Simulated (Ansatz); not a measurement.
Ti2CuSb3: pressure against volume

Ti2CuSb3, P-4m2, a = 3.749 Å, c = 8.171 Å. The structure is a COD entry; whether it is the stable form wasn't checked. Ansatz: PBEsol, PAW, 420 eV, Γ-centred 10×10×6 mesh on 6 atoms, Gaussian smearing 0.10 eV; no spin polarisation. Shape and atoms are relaxed at each volume; pressure is positive in compression.

```
V (Å³/atom) P (GPa)
     17.990        ?
     18.565     3.43
     19.139    -0.02
     19.713    -2.94
     20.287    -5.41
```

Take V0 = 19.139 Å³/atom, count pressures from its P0 = -0.02 GPa, fit the third-order Birch–Murnaghan form to the other rows, and predict the missing pressure.

With the Eulerian strain f = ½[(V0/V)^(2/3) − 1] and y = (P − P0)/[3f(1 + 2f)^(5/2)], the form is the line y = B0 + 1.5 B0 (B0′ − 4) f. Rows (f, y): 0.01025, 106.6; -0.00975, 104.9; -0.01905, 103.9. Means f = -0.006183, y = 105.13; Σ(Δf)² = 0.0004483, ΣΔfΔy = 0.04080; the slope is their ratio. y = 105.7 + 91.01 f GPa, so B0 = 105.7 GPa and B0′ = 4 + 2 × (91.01)/(3 × 105.7) = 4.57. At V = 17.990, f = 0.02107, y = 107.62 and P = 7.52 GPa. The run gave 7.50 GPa, so the fit is 0.02 GPa too high, a small miss on the scale of the series. The form still works here, 33 % of the fitted range beyond its end.